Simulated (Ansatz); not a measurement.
AlNi:
```
AlNi
1.0
    2.89321     0.00000     0.00000
    0.00000     2.89321     0.00000
    0.00000     0.00000     2.89321
Al Ni
1 1
Direct
  0.00000   0.00000   0.00000
  0.50000   0.50000   0.50000
```

Relaxed with PBE.

### Question
Decompose the optical modes at the zone centre into irreducible representations, and say which are infrared and Raman allowed.

### Answer
Point group m-3m: Γ_opt = T1u. Infrared: T1u. Raman: none.

### Question
Assign frequencies (DFPT, DFT-PBE in the program Ansatz with PAW potentials).

### Answer
T1u 289 cm⁻¹.

Space group Pm-3m (CsCl type). The cell was relaxed with PBE under the symmetry of its start; phonons on a q-mesh show no instability. The workflow began spin-polarised and lost its moments. As this level gives no gap, phonon frequencies hold no LO–TO term and depend on the k-mesh and smearing (Fermi–Dirac, 0.1 eV here).

Potentials: the later of the program's two PAW sets.
